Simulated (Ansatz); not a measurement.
Total density of states per atom from plane-wave PAW r²SCAN (Ansatz code), in 0.25 eV bins, energy from the Fermi level:

```
E (eV) | states/eV/atom
    -7.85 | # 0.13
    -7.60 | # 0.10
    -7.35 | # 0.07
    -7.10 | # 0.08
    -6.85 | ## 0.23
    -6.60 | ## 0.29
    -6.35 | ## 0.26
    -6.10 | ## 0.29
    -5.85 | #### 0.49
    -5.60 | ### 0.39
    -5.35 | ### 0.36
    -5.10 | ###### 0.76
    -4.85 | ######## 1.00
    -4.60 | ################# 2.08
    -4.35 | ############## 1.71
    -4.10 | ######################### 3.18
    -3.85 | ################ 1.94
    -3.60 | ##################### 2.57
    -3.35 | ##################### 2.68
    -3.10 | ################## 2.19
    -2.85 | ############################ 3.51
    -2.60 | ############################## 3.75
    -2.35 | ################# 2.09
    -2.10 | ########### 1.33
    -1.85 | ### 0.37
    -1.60 | ## 0.30
    -1.35 | ### 0.39
    -1.10 | ### 0.41
    -0.85 | ### 0.35
    -0.60 | ## 0.31
    -0.35 | ## 0.29
    -0.10 | ## 0.30
     0.15 | ## 0.29
     0.40 | ## 0.29
     0.65 | ## 0.25
     0.90 | ## 0.23
     1.15 | ## 0.21
     1.40 | # 0.18
     1.65 | # 0.17
     1.90 | ## 0.20
     2.15 | # 0.14
     2.40 | # 0.17
     2.65 | ## 0.21
     2.90 | ## 0.23
     3.15 | ## 0.24
     3.40 | ### 0.32
     3.65 | ### 0.32
     3.90 | ## 0.26
     4.15 | ### 0.32
     4.40 | ### 0.35
     4.65 | ### 0.33
```

Which compound is it?
(A) ErGa3, Cu3Au type
(B) N, P6_3/mmc (N on 4f)
(C) GaCu3, P6_3/mmc (Ga on 2d, Cu on 6h)
(D) SrGa2Te4, Cccm (Sr on 4b, Ga on 8l, Te on 8l, Te on 8k)

C, GaCu3, P6_3/mmc (Ga on 2d, Cu on 6h). Within 0.5 eV of the Fermi level: Ga 4p 39 %, Cu 3d 28 %, Cu 4s 14 %, Ga 4s 7 %, outside the projected shells 10 %. Projections are on Löwdin-orthogonalised atomic valence shells; empty p or d shells of many metals are not among them.

The workflow started from a Materials Project entry (that database holds measured and hypothetical structures alike); the Crystallography Open Database copy checked does not list it. With Ga and Cu taken as one species the cell has the higher symmetry P6_3/mmc, so it may be an ordered model of a mixed-site phase. Its standing as an ambient phase is unchecked. Symmetry was held in the r²SCAN relaxation; its stability against distortions is not shown here. The run is not spin-polarised. Scalar-relativistic: spin–orbit coupling is off unless named, which matters more the heavier the elements.

Potentials: the later of the program's two PAW sets.
